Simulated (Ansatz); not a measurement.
This run works on a proposed trial structure, not on a known crystal.

Input and command of a plane-wave DFT calculation in Ansatz:

```yaml
crystal:
  lattice:
    - [3.4651267975, 0.0, 0.0]
    - [0.0, 3.4651267975, 0.0]
    - [0.0, 0.0, 12.5387979059]
  atoms:
    - { symbol: Ti, position: [0.0, 0.0, 0.5104421151] }
    - { symbol: Ti, position: [0.0, 0.0, 0.9838515743] }
    - { symbol: Ti, position: [0.0, 0.0, 0.2394202806] }
    - { symbol: Te, position: [0.5, 0.5, 0.6401976742] }
    - { symbol: Te, position: [0.5, 0.5, 0.1084232866] }
    - { symbol: Te, position: [0.5, 0.5, 0.3748312291] }
    - { symbol: Mo, position: [0.0, 0.0, 0.7740870943] }
    - { symbol: Mo, position: [0.5, 0.5, 0.8787467456] }
basis:
  ecutwfc: 500
kpoints:
  mp_grid: { grid: [10, 10, 4] }
hamiltonian:
  xc: r2scan
scf:
  occupations: { method: gaussian, width: 0.1 }
output:
  forces: true
  stress: true
  eigenvalues: true
```

```bash
ansatz run input.yaml --threads 1 --pin off --max-ram 2560MiB --backend cpu --events-out ev --progress --plain --runs-dir out
```

Processor: Intel(R) Xeon(R) Platinum 8259CL CPU @ 2.50GHz (Skylake/Cascade Lake), 1 thread, on a host shared with other jobs.

Estimate time, memory and problem size.

About 2.5 min, peak memory 1.1 GiB. It solves 68 bands at 63 k points (after reduction by symmetry) with about 3781 plane waves, in 13 SCF iterations.
